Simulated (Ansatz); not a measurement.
AgW:
```xyz
2
Lattice="2.6895 0.0000 0.0000 0.0000 2.6895 0.0000 0.0000 0.0000 4.5679" Properties=species:S:1:pos:R:3 pbc="T T T"
Ag     0.0000     0.0000     0.0000
W      1.3448     1.3448     2.2840
```

Relaxed with PBE. Special points in fractions of this cell's reciprocal vectors: Γ (0.000, 0.000, 0.000); X (0.000, 0.500, 0.000); M (0.500, 0.500, 0.000); Z (0.000, 0.000, 0.500); R (0.000, 0.500, 0.500); A (0.500, 0.500, 0.500).

List the band energies nearest the Fermi level at these points for PBE with spin–orbit coupling (plane waves, PAW; program Ansatz).

In eV from the Fermi level; about four levels below and three above (degenerate sets whole), none deeper than 8.9 eV; points with the same levels are listed once.

| k | below | above |
|---|---|---|
| Γ | -2.57 -2.57 -0.08 -0.08 | 2.69 2.69 3.06 3.06 |
| X | -3.30 -3.30 -2.14 -2.14 | 0.42 0.42 1.20 1.20 |
| M | -2.43 -2.43 -2.17 -2.17 | 0.07 0.07 0.27 0.27 |
| Z | -3.25 -3.25 -1.66 -1.66 | 2.11 2.11 2.43 2.43 |
| R | -1.45 -1.45 -0.55 -0.55 | 0.23 0.23 1.48 1.48 |
| A | -2.35 -2.35 -2.21 -2.21 | 1.15 1.15 6.87 6.87 |

Space group P4/mmm (L1₀ or tetragonal B2). The start of the workflow was typed in or built on a structure type; neither database checked (COD, Materials Project) lists it. Its standing as an ambient phase is unchecked. Symmetry was held in the PBE relaxation; its stability against distortions is not shown here. No spin polarisation was allowed. Its formation energy is positive at this level, so the cell may be metastable or incomplete.

Potentials: the earlier of the program's two PAW sets.
